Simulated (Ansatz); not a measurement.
**RbYP: relaxation step by step**

Recipe of this trial structure of RbYP: random cell by space group and Wyckoff sites (Pmmm, No. 47). Lengths were set from tabulated atomic sizes, so they are only a guess.

```cif
data_structure
_symmetry_space_group_name_H-M 'P 1'
_symmetry_Int_Tables_number 1
_cell_length_a 4.0638
_cell_length_b 4.2272
_cell_length_c 5.2860
_cell_angle_alpha 90.000
_cell_angle_beta 90.000
_cell_angle_gamma 90.000
_cell_volume 90.81
loop_
_atom_site_label
_atom_site_type_symbol
_atom_site_fract_x
_atom_site_fract_y
_atom_site_fract_z
_atom_site_occupancy
Rb1 Rb 0.50000 0.00000 0.50000 1
Y1 Y 0.00000 0.00000 0.00000 1
P1 P 0.00000 0.50000 0.00000 1
```

Computed with DFT PBE, scalar-relativistic, plane waves, PAW (Ansatz). Cutoff 420 eV, Gaussian smearing, Γ-centred meshes. Cell and atoms relax first on a coarse mesh and then on a finer one. In between, the cell is made exact in the group found at 0.06 Å. In metals the finer mesh still leaves noise of several meV/atom or more. The steps can't lower the symmetry of their start. No spin polarisation.

Steps on the 4×4×4 mesh (3 atoms, 12 steps). The free energy counts from the last step; some steps are skipped; the plane-wave basis is renewed at times, which shifts energy and pressure.

| step | ΔF (meV/atom) | V (Å³/atom) | P (GPa) |
| --- | --- | --- | --- |
| 1 | 1268.5 | 30.27 | 26.06 |
| 2 | 776.9 | 32.15 | 17.82 |
| 3 | 445.8 | 34.83 | 10.72 |
| 5 | 80.4 | 44.18 | 2.41 |
| 6 | 41.7 | 47.85 | 0.78 |
| 7 | 27.0 | 50.82 | 0.36 |
| 8 | 25.3 | 52.09 | 0.00 |
| 10 | 0.5 | 53.48 | 0.12 |
| 11 | 0.1 | 54.14 | 0.01 |
| 12 | 0.0 | 54.14 | 0.01 |

The relaxed structure, after a last relaxation on the converged mesh:

```cif
data_structure
_symmetry_space_group_name_H-M 'Pmmm'
_symmetry_Int_Tables_number 47
_cell_length_a 4.5840
_cell_length_b 5.1876
_cell_length_c 6.8507
_cell_angle_alpha 90.000
_cell_angle_beta 90.000
_cell_angle_gamma 90.000
_cell_volume 162.91
loop_
_atom_site_label
_atom_site_type_symbol
_atom_site_symmetry_multiplicity
_atom_site_Wyckoff_symbol
_atom_site_fract_x
_atom_site_fract_y
_atom_site_fract_z
_atom_site_occupancy
Rb1 Rb 1 d 0.50000 0.00000 0.50000 1
Y1 Y 1 a 0.00000 0.00000 0.00000 1
P1 P 1 e 0.00000 0.50000 0.00000 1
```

The symmetry stays Pmmm (No. 47). The volume per atom grows by 79.4 %, from 30.3 to 54.3 Å³. The shortest distance goes from 2.11 Å (Y–P) to 2.59 Å (Y–P). The energy falls by about 1.3 eV/atom (the start's value is from the coarse mesh). Rb is surrounded by 4 Y at 4.12 Å, 2 Rb at 4.58 Å, 8 P at 4.87 Å and 2 Rb at 5.19 Å; Y has 2 P at 2.59 Å and 4 Rb at 4.12 Å; P has 2 Y at 2.59 Å, 2 P at 4.58 Å and 8 Rb at 4.87 Å.

```
Volume per atom                            : 54.30 Å³
Density                                    : 2.09 g/cm³
Energy over the elements                   : +0.26 eV/atom
Gap on the 10×10×8 mesh of the 3-atom cell : 0 eV (a metal)
```

The zero of energy is the elements' standard structures at the same level; no fitted shifts are applied. The references include black phosphorus.

The last run used Gaussian smearing of 0.10 eV. The cell is a metal run without spin; a magnetic state may lie lower. The reference form of P is held partly by dispersion forces, which this level lacks. A structure relaxed within its symmetry needn't be a true minimum. In all, the 3 runs took 120 s on 1 thread of Intel(R) Xeon(R) Platinum 8488C (Sapphire Rapids), with other jobs on the host.
